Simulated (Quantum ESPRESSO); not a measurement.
## HfRh2AgIn4 (finding a planted mistake in a log)

A calculation, not a measurement. The program is pw.x of Quantum ESPRESSO 7.5 (plane-wave density functional theory). The cell is made up: eight metal atoms on a face-centred cubic lattice, with elements, volume, strain and displacements drawn at random and not relaxed, so it may be unstable or far from any real phase. PseudoDojo standard norm-conserving files set the functional (PBE unless stated); there is no spin polarisation or spin-orbit coupling, the Fermi-Dirac width of 0.25 eV means electrons at about 2900 K, and the masses in the input are unused placeholders. Heavy elements are run without spin-orbit coupling, which real alloys of them have. A spin test at this wide smearing found no moment, but such smearing suppresses magnetism that the real alloy may have.

Intended input:

```
&control calculation='scf', pseudo_dir='./dojo.nc.sr.pbe.v0_5.standard.upf', outdir='./o', disk_io='minimal', tprnfor=.true., tstress=.true. /
&system ibrav=0, nat=8, ntyp=4, nbnd=71, ecutwfc=87.97787729, nosym=.true., tot_charge=0,
 occupations='smearing', smearing='fd', degauss=0.0183746611
/
&electrons conv_thr=1.470e-08, electron_maxstep=70, mixing_beta=0.5 /
ATOMIC_SPECIES
Ag 1.0 Ag.upf
Hf 1.0 Hf.upf
In 1.0 In.upf
Rh 1.0 Rh.upf
CELL_PARAMETERS angstrom
-0.0553 4.3459 0.0286
-4.2744 0.0267 -4.3427
-4.2792 0.0839 4.3475
ATOMIC_POSITIONS angstrom
Hf -0.0233 -0.0684 0.0279
Rh -2.1369 0.0383 2.1841
Ag -2.1677 -0.0065 -2.1992
In -4.3049 0.0537 0.0016
Rh -2.1698 2.222 -0.0148
In -4.311 2.2736 2.2071
In -4.2928 2.2238 -2.1752
In -6.4377 2.2611 -0.0204
K_POINTS automatic
5 4 4 1 1 1
```

The log is shortened where brackets say so; the opening notice, blank lines, dates and the lines on written files are dropped, and the path of the files is cut. It prints rydbergs, bohrs and kilobars, and counts compression as positive stress. Its total energy is the free energy E - TS of the whole cell.

Log of the intended run:

```
     Program PWSCF v.7.5
     Parallel version (MPI & OpenMP), running on       4 processor cores
     Number of MPI processes:                 4
     Threads/MPI process:                     1
     [start-up lines left out]
     bravais-lattice index     =            0
     lattice parameter (alat)  =       8.2134  a.u.
     unit-cell volume          =    1089.7696 (a.u.)^3
     number of atoms/cell      =            8
     number of atomic types    =            4
     number of electrons       =       117.00
     number of Kohn-Sham states=           71
     kinetic-energy cutoff     =      87.9779  Ry
     charge density cutoff     =     351.9115  Ry
     scf convergence threshold =      1.5E-08
     mixing beta               =       0.5000
     number of iterations used =            8  plain     mixing
     Exchange-correlation= PBE
                           (   1   4   3   4   0   0   0)
     [axes and pseudopotential details left out]
   Cartesian axes
     site n.     atom                  positions (alat units)
         1        Hf     tau(   1) = (  -0.0053608  -0.0157374   0.0064192  )
         2        Rh     tau(   2) = (  -0.4916544   0.0088120   0.5025141  )
         3        Ag     tau(   3) = (  -0.4987408  -0.0014955  -0.5059883  )
         4        In     tau(   4) = (  -0.9904642   0.0123552   0.0003681  )
         5        Rh     tau(   5) = (  -0.4992240   0.5112340  -0.0034052  )
         6        In     tau(   6) = (  -0.9918677   0.5231061   0.5078059  )
         7        In     tau(   7) = (  -0.9876802   0.5116482  -0.5004664  )
         8        In     tau(   8) = (  -1.4811752   0.5202301  -0.0046936  )
     number of k points=    40  Fermi-Dirac smearing, width (Ry)=  0.0184
                       cart. coord. in units 2pi/alat
        k(    1) = (  -0.1257605   0.0984147  -0.0007172), wk =   0.0500000
        k(    2) = (  -0.2527546   0.0959763   0.1242645), wk =   0.0500000
     [further k points left out]
     Dense  grid:   121555 G-vectors     FFT dimensions: (  50,  72,  72)
     Estimated max dynamical RAM per process >     378.41 MB
     Estimated total dynamical RAM >       1.39 GB
     Initial potential from superposition of free atoms
     starting charge     116.9808, renormalised to     117.0000
     Starting wfcs are   76 randomized atomic wfcs
     total cpu time spent up to now is        7.1 secs
     per-process dynamical memory:   274.0 Mb
     Self-consistent Calculation
     iteration #  1     ecut=    87.98 Ry     beta= 0.50
     Davidson diagonalization with overlap
     ethr =  1.00E-02,  avg # of iterations =  4.4
     Threshold (ethr) on eigenvalues was too large:
     Diagonalizing with lowered threshold
     Davidson diagonalization with overlap
     ethr =  4.00E-04,  avg # of iterations =  3.5
     total cpu time spent up to now is       37.6 secs
     total energy              =   -1423.50043997 Ry
     estimated scf accuracy    <       0.50360593 Ry
     iteration #  2     ecut=    87.98 Ry     beta= 0.50
     Davidson diagonalization with overlap
     ethr =  4.30E-04,  avg # of iterations =  3.5
     total cpu time spent up to now is       53.6 secs
     total energy              =   -1423.41670030 Ry
     estimated scf accuracy    <       1.84351571 Ry
     [iterations 3 to 11 left out]
     iteration # 12     ecut=    87.98 Ry     beta= 0.50
     Davidson diagonalization with overlap
     ethr =  2.97E-10,  avg # of iterations =  3.6
     total cpu time spent up to now is      205.4 secs
     total energy              =   -1423.70476784 Ry
     estimated scf accuracy    <       0.00000002 Ry
     iteration # 13     ecut=    87.98 Ry     beta= 0.50
     Davidson diagonalization with overlap
     ethr =  1.67E-11,  avg # of iterations =  4.5
     total cpu time spent up to now is      224.1 secs
     End of self-consistent calculation
     [lines on levels left out]
!    total energy              =   -1423.70476784 Ry
     estimated scf accuracy    <       0.00000001 Ry
     smearing contrib. (-TS)   =      -0.07713731 Ry
     internal energy E=F+TS    =   -1423.62763053 Ry
     The total energy is F=E-TS. E is the sum of the following terms:
     one-electron contribution =    -439.93994433 Ry
     hartree contribution      =     299.93453848 Ry
     xc contribution           =    -310.90316648 Ry
     ewald contribution        =    -972.71905820 Ry
     convergence has been achieved in  13 iterations
     Forces acting on atoms (cartesian axes, Ry/au):
     atom    1 type  2   force =    -0.06359058    0.01547977   -0.01293925
     atom    2 type  4   force =    -0.00125927    0.00168318    0.00251824
     atom    3 type  1   force =     0.00336078    0.00541799    0.02249302
     atom    4 type  3   force =     0.04450265    0.00614267   -0.00093034
     atom    5 type  4   force =     0.02438259    0.00087211    0.00803461
     atom    6 type  3   force =     0.01742549   -0.01088902    0.00142467
     atom    7 type  3   force =    -0.01594845   -0.01157511   -0.00384305
     atom    8 type  3   force =    -0.00887322   -0.00713159   -0.01675789
     Total force =     0.094471     Total SCF correction =     0.000260
     Computing stress (Cartesian axis) and pressure
          total   stress  (Ry/bohr**3)                   (kbar)     P=      -32.31
  -0.00044371  -0.00000164   0.00003739          -65.27       -0.24        5.50
  -0.00000164  -0.00017264  -0.00001866           -0.24      -25.40       -2.74
   0.00003739  -0.00001866  -0.00004261            5.50       -2.74       -6.27
     init_run     :      6.57s CPU      6.86s WALL (       1 calls)
     electrons    :    214.20s CPU    217.00s WALL (       1 calls)
     forces       :      2.38s CPU      2.40s WALL (       1 calls)
     stress       :      8.55s CPU      8.72s WALL (       1 calls)
     [timing details left out]
     PWSCF        :   3m51.98s CPU   3m55.31s WALL
     JOB DONE.
```

A second run was made from an input with one planted mistake. Its log:

```
     Program PWSCF v.7.5
     Parallel version (MPI & OpenMP), running on       4 processor cores
     Number of MPI processes:                 4
     Threads/MPI process:                     1
     [start-up lines left out]
     bravais-lattice index     =            0
     lattice parameter (alat)  =       8.3030  a.u.
     unit-cell volume          =    1125.7951 (a.u.)^3
     number of atoms/cell      =            8
     number of atomic types    =            4
     number of electrons       =       117.00
     number of Kohn-Sham states=           71
     kinetic-energy cutoff     =      87.9779  Ry
     charge density cutoff     =     351.9115  Ry
     scf convergence threshold =      1.5E-08
     mixing beta               =       0.5000
     number of iterations used =            8  plain     mixing
     Exchange-correlation= PBE
                           (   1   4   3   4   0   0   0)
     [axes and pseudopotential details left out]
   Cartesian axes
     site n.     atom                  positions (alat units)
         1        Hf     tau(   1) = (  -0.0053713  -0.0157269   0.0064182  )
         2        Rh     tau(   2) = (  -0.4916528   0.0088080   0.5025092  )
         3        Ag     tau(   3) = (  -0.4987311  -0.0015021  -0.5059914  )
         4        In     tau(   4) = (  -0.9904522   0.0123585   0.0003642  )
         5        Rh     tau(   5) = (  -0.4992318   0.5112261  -0.0034139  )
         6        In     tau(   6) = (  -0.9918633   0.5231066   0.5078122  )
         7        In     tau(   7) = (  -0.9876755   0.5116358  -0.5004608  )
         8        In     tau(   8) = (  -1.4811719   0.5202161  -0.0046885  )
     number of k points=    40  Fermi-Dirac smearing, width (Ry)=  0.0184
                       cart. coord. in units 2pi/alat
        k(    1) = (  -0.1257619   0.0984148  -0.0007162), wk =   0.0500000
        k(    2) = (  -0.2527567   0.0959767   0.1242674), wk =   0.0500000
     [further k points left out]
     Dense  grid:   125525 G-vectors     FFT dimensions: (  50,  72,  72)
     Estimated max dynamical RAM per process >     389.79 MB
     Estimated total dynamical RAM >       1.43 GB
     Initial potential from superposition of free atoms
     starting charge     116.9808, renormalised to     117.0000
     Starting wfcs are   76 randomized atomic wfcs
     total cpu time spent up to now is        7.7 secs
     per-process dynamical memory:   290.9 Mb
     Self-consistent Calculation
     iteration #  1     ecut=    87.98 Ry     beta= 0.50
     Davidson diagonalization with overlap
     ethr =  1.00E-02,  avg # of iterations =  4.2
     Threshold (ethr) on eigenvalues was too large:
     Diagonalizing with lowered threshold
     Davidson diagonalization with overlap
     ethr =  3.84E-04,  avg # of iterations =  4.6
     total cpu time spent up to now is       38.7 secs
     total energy              =   -1423.49810259 Ry
     estimated scf accuracy    <       0.48310087 Ry
     iteration #  2     ecut=    87.98 Ry     beta= 0.50
     Davidson diagonalization with overlap
     ethr =  4.13E-04,  avg # of iterations =  3.3
     total cpu time spent up to now is       54.8 secs
     total energy              =   -1423.35802273 Ry
     estimated scf accuracy    <       2.39186442 Ry
     [iterations 3 to 11 left out]
     iteration # 12     ecut=    87.98 Ry     beta= 0.50
     Davidson diagonalization with overlap
     ethr =  3.18E-10,  avg # of iterations =  3.4
     total cpu time spent up to now is      215.6 secs
     total energy              =   -1423.69378461 Ry
     estimated scf accuracy    <       0.00000003 Ry
     iteration # 13     ecut=    87.98 Ry     beta= 0.50
     Davidson diagonalization with overlap
     ethr =  2.24E-11,  avg # of iterations =  4.2
     total cpu time spent up to now is      233.7 secs
     End of self-consistent calculation
     [lines on levels left out]
!    total energy              =   -1423.69378461 Ry
     estimated scf accuracy    <       0.00000001 Ry
     smearing contrib. (-TS)   =      -0.08082860 Ry
     internal energy E=F+TS    =   -1423.61295602 Ry
     The total energy is F=E-TS. E is the sum of the following terms:
     one-electron contribution =    -456.34588091 Ry
     hartree contribution      =     305.71413584 Ry
     xc contribution           =    -310.75034640 Ry
     ewald contribution        =    -962.23086455 Ry
     convergence has been achieved in  13 iterations
     Forces acting on atoms (cartesian axes, Ry/au):
     atom    1 type  2   force =    -0.06072937    0.01275596   -0.01133679
     atom    2 type  4   force =    -0.00117931    0.00114389    0.00233638
     atom    3 type  1   force =     0.00218958    0.00446693    0.02099646
     atom    4 type  3   force =     0.04198100    0.00563402   -0.00112590
     atom    5 type  4   force =     0.02589234    0.00191997    0.00770627
     atom    6 type  3   force =     0.01669396   -0.00941334    0.00282530
     atom    7 type  3   force =    -0.01545458   -0.01028934   -0.00495555
     atom    8 type  3   force =    -0.00939363   -0.00621809   -0.01644617
     Total force =     0.090133     Total SCF correction =     0.000262
     Computing stress (Cartesian axis) and pressure
          total   stress  (Ry/bohr**3)                   (kbar)     P=      -56.87
  -0.00059534  -0.00000810   0.00003379          -87.58       -1.19        4.97
  -0.00000810  -0.00034272  -0.00001497           -1.19      -50.42       -2.20
   0.00003379  -0.00001497  -0.00022175            4.97       -2.20      -32.62
     init_run     :      6.71s CPU      6.99s WALL (       1 calls)
     electrons    :    221.07s CPU    225.99s WALL (       1 calls)
     forces       :      2.35s CPU      2.39s WALL (       1 calls)
     stress       :      8.57s CPU      8.76s WALL (       1 calls)
     [timing details left out]
     PWSCF        :   3m59.43s CPU   4m 4.96s WALL
     JOB DONE.
```

Question: the log repeats what the program read. Compare it with the intended run: what was wrong in the second input?

Answer: the cell and the positions are scaled by a wrong factor. The input lines that differ:

```
- -0.0553 4.3459 0.0286
- -4.2744 0.0267 -4.3427
- -4.2792 0.0839 4.3475
+ -0.0559 4.3933 0.0289
+ -4.321 0.027 -4.39
+ -4.3258 0.0848 4.3949
- Hf -0.0233 -0.0684 0.0279
- Rh -2.1369 0.0383 2.1841
- Ag -2.1677 -0.0065 -2.1992
- In -4.3049 0.0537 0.0016
- Rh -2.1698 2.222 -0.0148
- In -4.311 2.2736 2.2071
- In -4.2928 2.2238 -2.1752
- In -6.4377 2.2611 -0.0204
+ Hf -0.0236 -0.0691 0.0282
+ Rh -2.1602 0.0387 2.2079
+ Ag -2.1913 -0.0066 -2.2232
+ In -4.3518 0.0543 0.0016
+ Rh -2.1935 2.2462 -0.015
+ In -4.358 2.2984 2.2312
+ In -4.3396 2.248 -2.1989
+ In -6.5079 2.2857 -0.0206
```

|  | intended run | run with the mistake |
| --- | --- | --- |
| free energy (eV) | -19370.490 | -19370.341 |
| entropy term -TS, part of it (eV) | -1.050 | -1.100 |
| pressure (GPa) | -3.23 | -5.69 |
| size of the largest force component (eV/Å) | 1.635 | 1.561 |
| largest change of a force component (eV/Å) |  | 0.074 |
| iterations | 13 | 13 |

For scale, a rerun of the intended cell at a higher cutoff and on a denser mesh moved values by no more than 0.002 eV in energy, 0.11 GPa in stress and 0.010 eV/Å in force, and a second program with other atomic files agreed on that cell to 2 % rms in force and 0.5 GPa in pressure.